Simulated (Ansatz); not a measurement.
# PbC: modes against the lattice constant

Level of theory: DFT PBE, scalar-relativistic, plane waves, PAW in Ansatz 0.2.0. Settings: 420 eV plane-wave cutoff, Γ-centred 14×14×14 mesh, Fermi-Dirac smearing of 0.15 eV. No spin polarisation. Phonons by linear response, acoustic sum rule imposed.

The cell is fixed (symmetry leaves no force on the atoms) and stands under 0.8 GPa:
```xyz
2
Lattice="3.2671 0.0000 0.0000 0.0000 3.2671 0.0000 0.0000 0.0000 3.2671" Properties=species:S:1:pos:R:3 pbc="T T T"
C     0.0000    0.0000    0.0000
Pb    1.6336    1.6336    1.6336
```

Its imaginary modes show that this cell, the ideal cubic caesium chloride prototype, isn't a minimum of the energy. In a metal, frequencies and elastic constants depend on the k mesh and the smearing, soft modes and shear constants most. Spin–orbit coupling is left out, which can shift energies with elements as heavy as these.

**Question.** How do the optical zone-centre modes (counted from the lowest optical one, degenerate ones once; i marks imaginary ones) of this metal change over a = 3.200 and 3.267 Å?

**Answer.**
```csv
a (Å),3.200,3.267
pressure (GPa),6.2,0.8
mode 1 (cm⁻¹),33i,99i
```